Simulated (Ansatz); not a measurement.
**Thermal properties of Zr₅TiC₆ from its phonons**

These are results of DFT PBE, scalar-relativistic, plane waves, PAW in Ansatz 0.2.0, not measurements. Cutoff 420 eV, 12×12×4 k-points (Γ-centred), Fermi-Dirac smearing of 0.15 eV. No spin polarisation. Phonons by linear response, acoustic sum rule imposed.

Equilibrium structure at this level:
```
Zr Ti C
1.0
     3.29800    0.00000    0.00000
     0.00000    3.29800    0.00000
     0.00000    0.00000   13.93787
Zr Ti C
5 1 6
Direct
  0.00000 0.00000 0.16973
  0.50000 0.50000 0.33936
  0.50000 0.50000 0.66064
  0.00000 0.00000 0.83027
  0.50000 0.50000 0.00000
  0.00000 0.00000 0.50000
  0.00000 0.00000 0.00000
  0.50000 0.50000 0.16924
  0.00000 0.00000 0.34125
  0.50000 0.50000 0.50000
  0.00000 0.00000 0.65875
  0.50000 0.50000 0.83076
```

The structure comes from a generated guess, relaxed at this level; another structure or a mixture of phases may lie lower. In a metal, frequencies and elastic constants depend on the k mesh and the smearing, soft modes and shear constants most. Some empty bands missed the eigensolver's threshold. The q mesh is coarse, so values between its points are rough.

Force constants from linear response on a 2×2×1 q mesh, interpolated to a fine mesh.

Phonon density of states, in bins of 20 cm⁻¹:
```csv
bin centre (cm⁻¹),share of modes (%)
10,0.0
30,0.0
50,0.1
70,0.2
90,0.5
110,0.8
130,1.5
150,2.7
170,5.7
190,8.9
210,8.1
230,5.4
250,4.2
270,4.6
290,3.4
310,2.7
330,1.5
350,0.5
370,0.6
390,1.2
410,2.1
430,2.4
450,1.6
470,2.8
490,5.1
510,6.6
530,8.1
550,5.4
570,3.9
590,3.0
610,1.6
630,1.4
650,0.6
670,0.3
690,2.4
710,0.1
```

(1) Give the zero-point energy per atom.

(2) How large are the vibrational entropy and heat capacity at 300 K?

(3) Tabulate them against temperature.

Results:

(1) 68.8 meV.

(2) S = 2.04 k_B and C_V = 2.28 k_B per atom, 76 % of the Dulong–Petit value.

(3)
```
T (K)  F_vib (meV/atom)  S (k_B/atom)  C_V (k_B/atom)
  100              68.0          0.35            0.78
  200              61.3          1.22            1.75
  300              47.1          2.04            2.28
  400              26.4          2.74            2.55
  500               0.3          3.32            2.69
  600             -30.6          3.82            2.78
  700             -65.4          4.26            2.84
  800            -103.8          4.64            2.87
  900            -145.2          4.98            2.90
 1000            -189.4          5.28            2.92
```
